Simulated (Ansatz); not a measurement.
Input:

LaIn:
```yaml
crystal:
  lattice:
    - [3.95836, 0.00000, 0.00000]
    - [0.00000, 3.95836, 0.00000]
    - [0.00000, 0.00000, 3.95836]
  atoms:
    - { symbol: La, position: [0.50000, 0.50000, 0.50000] }
    - { symbol: In, position: [0.00000, 0.00000, 0.00000] }
```

This is the r²SCAN-relaxed structure.

Task: All from r²SCAN (plane waves, PAW; program Ansatz), unless another level is named. Estimate the density of states at the Fermi level.

Result: 0.41 states/eV per atom (mean over ±0.08 eV).

Task: Give the formation energy from the elements (no fitted shifts).

Result: -0.64 eV/atom.

Space group Pm-3m (CsCl type). The workflow started from a Materials Project entry (that database holds measured and hypothetical structures alike); the Crystallography Open Database copy checked does not list it. With La and In taken as one species the cell has the higher symmetry Im-3m, so it may be an ordered model of a mixed-site phase. Its standing as an ambient phase is unchecked. The r²SCAN relaxation kept the symmetry of its start; its stability against distortions is not shown here. The references are the lowest solids computed at this level, not always the standard phases. Spin–orbit coupling is left out wherever it is not named.

Potentials: the earlier of the program's two PAW sets.
